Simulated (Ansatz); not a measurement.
Sensitivity of the gradients in CaO with Mg replacing Ca to the input

This input was run with Ansatz:

```yaml
crystal:
  lattice:
    - [0.0, 7.210667088, 7.210667088]
    - [7.210667088, 0.0, 7.210667088]
    - [7.210667088, 7.210667088, 0.0]
  atoms:
    - { symbol: Mg, position: [0.0, 0.0, 0.0], spin: 0.2 }
    - { symbol: Ca, position: [0.0, 0.0, 0.3333333333], spin: 0.2 }
    - { symbol: Ca, position: [0.0, 0.0, 0.6666666667], spin: 0.2 }
    - { symbol: Ca, position: [0.0, 0.3333333333, 0.0], spin: 0.2 }
    - { symbol: Ca, position: [0.0, 0.3333333333, 0.3333333333], spin: 0.2 }
    - { symbol: Ca, position: [0.0, 0.3333333333, 0.6666666667], spin: 0.2 }
    - { symbol: Ca, position: [0.0, 0.6666666667, 0.0], spin: 0.2 }
    - { symbol: Ca, position: [0.0, 0.6666666667, 0.3333333333], spin: 0.2 }
    - { symbol: Ca, position: [0.0, 0.6666666667, 0.6666666667], spin: 0.2 }
    - { symbol: Ca, position: [0.3333333333, 0.0, 0.0], spin: 0.2 }
    - { symbol: Ca, position: [0.3333333333, 0.0, 0.3333333333], spin: 0.2 }
    - { symbol: Ca, position: [0.3333333333, 0.0, 0.6666666667], spin: 0.2 }
    - { symbol: Ca, position: [0.3333333333, 0.3333333333, 0.0], spin: 0.2 }
    - { symbol: Ca, position: [0.3333333333, 0.3333333333, 0.3333333333], spin: 0.2 }
    - { symbol: Ca, position: [0.3333333333, 0.3333333333, 0.6666666667], spin: 0.2 }
    - { symbol: Ca, position: [0.3333333333, 0.6666666667, 0.0], spin: 0.2 }
    - { symbol: Ca, position: [0.3333333333, 0.6666666667, 0.3333333333], spin: 0.2 }
    - { symbol: Ca, position: [0.3333333333, 0.6666666667, 0.6666666667], spin: 0.2 }
    - { symbol: Ca, position: [0.6666666667, 0.0, 0.0], spin: 0.2 }
    - { symbol: Ca, position: [0.6666666667, 0.0, 0.3333333333], spin: 0.2 }
    - { symbol: Ca, position: [0.6666666667, 0.0, 0.6666666667], spin: 0.2 }
    - { symbol: Ca, position: [0.6666666667, 0.3333333333, 0.0], spin: 0.2 }
    - { symbol: Ca, position: [0.6666666667, 0.3333333333, 0.3333333333], spin: 0.2 }
    - { symbol: Ca, position: [0.6666666667, 0.3333333333, 0.6666666667], spin: 0.2 }
    - { symbol: Ca, position: [0.6666666667, 0.6666666667, 0.0], spin: 0.2 }
    - { symbol: Ca, position: [0.6666666667, 0.6666666667, 0.3333333333], spin: 0.2 }
    - { symbol: Ca, position: [0.6666666667, 0.6666666667, 0.6666666667], spin: 0.2 }
    - { symbol: O, position: [0.1666666667, 0.1666666667, 0.1666666667], spin: 0.2 }
    - { symbol: O, position: [0.1666666667, 0.1666666667, 0.5], spin: 0.2 }
    - { symbol: O, position: [0.1666666667, 0.1666666667, 0.8333333333], spin: 0.2 }
    - { symbol: O, position: [0.1666666667, 0.5, 0.1666666667], spin: 0.2 }
    - { symbol: O, position: [0.1666666667, 0.5, 0.5], spin: 0.2 }
    - { symbol: O, position: [0.1666666667, 0.5, 0.8333333333], spin: 0.2 }
    - { symbol: O, position: [0.1666666667, 0.8333333333, 0.1666666667], spin: 0.2 }
    - { symbol: O, position: [0.1666666667, 0.8333333333, 0.5], spin: 0.2 }
    - { symbol: O, position: [0.1666666667, 0.8333333333, 0.8333333333], spin: 0.2 }
    - { symbol: O, position: [0.5, 0.1666666667, 0.1666666667], spin: 0.2 }
    - { symbol: O, position: [0.5, 0.1666666667, 0.5], spin: 0.2 }
    - { symbol: O, position: [0.5, 0.1666666667, 0.8333333333], spin: 0.2 }
    - { symbol: O, position: [0.5, 0.5, 0.1666666667], spin: 0.2 }
    - { symbol: O, position: [0.5, 0.5, 0.5], spin: 0.2 }
    - { symbol: O, position: [0.5, 0.5, 0.8333333333], spin: 0.2 }
    - { symbol: O, position: [0.5, 0.8333333333, 0.1666666667], spin: 0.2 }
    - { symbol: O, position: [0.5, 0.8333333333, 0.5], spin: 0.2 }
    - { symbol: O, position: [0.5, 0.8333333333, 0.8333333333], spin: 0.2 }
    - { symbol: O, position: [0.8333333333, 0.1666666667, 0.1666666667], spin: 0.2 }
    - { symbol: O, position: [0.8333333333, 0.1666666667, 0.5], spin: 0.2 }
    - { symbol: O, position: [0.8333333333, 0.1666666667, 0.8333333333], spin: 0.2 }
    - { symbol: O, position: [0.8333333333, 0.5, 0.1666666667], spin: 0.2 }
    - { symbol: O, position: [0.8333333333, 0.5, 0.5], spin: 0.2 }
    - { symbol: O, position: [0.8333333333, 0.5, 0.8333333333], spin: 0.2 }
    - { symbol: O, position: [0.8333333333, 0.8333333333, 0.1666666667], spin: 0.2 }
    - { symbol: O, position: [0.8333333333, 0.8333333333, 0.5], spin: 0.2 }
    - { symbol: O, position: [0.8333333333, 0.8333333333, 0.8333333333], spin: 0.2 }
kpoints:
  mp_grid: { grid: [2, 2, 2] }
scf:
  occupations: { method: fermi_dirac, width: 0.01 }
hamiltonian:
  xc: r2scan
  pseudopotentials: { kind: paw }
output:
  forces: true
  stress: true
  populations: true
  efg:
    quadrupole_moments_barn: { Mg: 0.1994, Ca: -0.0408, O: -0.02558 }
    contact_densities: true
  write_density: true
  write_potential: true
  elf: true
  volumetric_format: npy
magnetization:
  spin_polarized: true
```

It converged. Of its output the block on the nuclei alone is shown, without the SCF iterations, energies, forces and stress (one atom of each set):

```
--- PAW observables at the nuclei: V_zz in 10²¹ V/m², potentials from the cell's mean, atoms counted from 1 ---
  atom   1  Mg V_zz =    +0.000000   η = 0.0000   by run symmetry: forbidden   C_q = +0.0000 MHz
            electrostatic potential = -1103.428486 V   contact ρ = 7781.149552 e/Å³   contact ρ_s (e/Å³): all electrons -0.000029, valence -0.000027
  atom   2  Ca V_zz =    +0.097724   η = 0.9552   by run symmetry: allowed   C_q = -0.0964 MHz
            electrostatic potential = -2216.378242 V   contact ρ = 41204.223922 e/Å³   contact ρ_s (e/Å³): all electrons -0.000022, valence -0.000022
  atom   5  Ca V_zz =    -0.004860   η = 0.0000   by run symmetry: allowed   C_q = +0.0048 MHz
            electrostatic potential = -2216.368202 V   contact ρ = 41204.221799 e/Å³   contact ρ_s (e/Å³): all electrons -0.000019, valence -0.000019
  atom  15  Ca V_zz =    +0.233655   η = 0.0000   by run symmetry: allowed   C_q = -0.2305 MHz
            electrostatic potential = -2216.321132 V   contact ρ = 41204.201783 e/Å³   contact ρ_s (e/Å³): all electrons -0.000020, valence -0.000020
  atom  28  O  V_zz =    -0.059147   η = 0.0000   by run symmetry: allowed   C_q = +0.0366 MHz
            electrostatic potential = -624.553157 V   contact ρ = 2151.435598 e/Å³   contact ρ_s (e/Å³): all electrons -0.000012, valence -0.000014
  atom  30  O  V_zz =    +2.533719   η = 0.0000   by run symmetry: allowed   C_q = -1.5672 MHz
            electrostatic potential = -624.399477 V   contact ρ = 2151.575132 e/Å³   contact ρ_s (e/Å³): all electrons +0.000021, valence +0.000025
  atom  32  O  V_zz =    -0.015056   η = 0.6574   by run symmetry: allowed   C_q = +0.0093 MHz
            electrostatic potential = -624.532097 V   contact ρ = 2151.436029 e/Å³   contact ρ_s (e/Å³): all electrons -0.000013, valence -0.000014
  atom  41  O  V_zz =    +0.000000   η = 0.0000   by run symmetry: forbidden   C_q = -0.0000 MHz
            electrostatic potential = -624.503409 V   contact ρ = 2151.436701 e/Å³   contact ρ_s (e/Å³): all electrons -0.000011, valence -0.000013
```

Question: Can these gradients be trusted, and how do they compare with a run on standard settings?

Answer: They agree with the standard run. Against the standard input the change is `hamiltonian.xc`: pbe → r2scan; `magnetization`: not typed → {spin_polarized: true}. A site carries the number of its first atom; V_zz in 10²¹ V/m².

```json
{"site": "Mg", "atom": "1", "V_zz standard": "0.00", "η standard": "–", "V_zz here": "0.00", "η here": "–"}
{"site": "Ca2", "atom": "2", "V_zz standard": "0.10", "η standard": "0.94", "V_zz here": "0.098", "η here": "0.96"}
{"site": "Ca15", "atom": "15", "V_zz standard": "0.25", "η standard": "0.00", "V_zz here": "0.23", "η here": "0.00"}
{"site": "O28", "atom": "28", "V_zz standard": "-0.060", "η standard": "0.00", "V_zz here": "-0.059", "η here": "0.00"}
{"site": "O30", "atom": "30", "V_zz standard": "2.45", "η standard": "0.00", "V_zz here": "2.53", "η here": "0.00"}
```

The largest change of V_zz is on O30, from 2.45 to 2.53. In per cent, |V_zz| changes by +4 on O (all sites that start above 0.5). Other sites with |V_zz| of 0.02 or less aren't listed. The cutoff that the program takes moves with it, from 420 to 500 eV. SCF iterations: 7 and 15. New warnings: gemm arenas ram narrowed, seeded moment not kept, slots ram shed, stability check not made.

On the reference run: The defect repeats with the cell of 54 atoms, so it feels its images: sites between two images don't show the values beside a lone defect, and zeros or small values of η there can come from the images' arrangement. The neighbours have not yet relaxed around the defect (largest force 0.60 eV/Å), so a real crystal will differ.
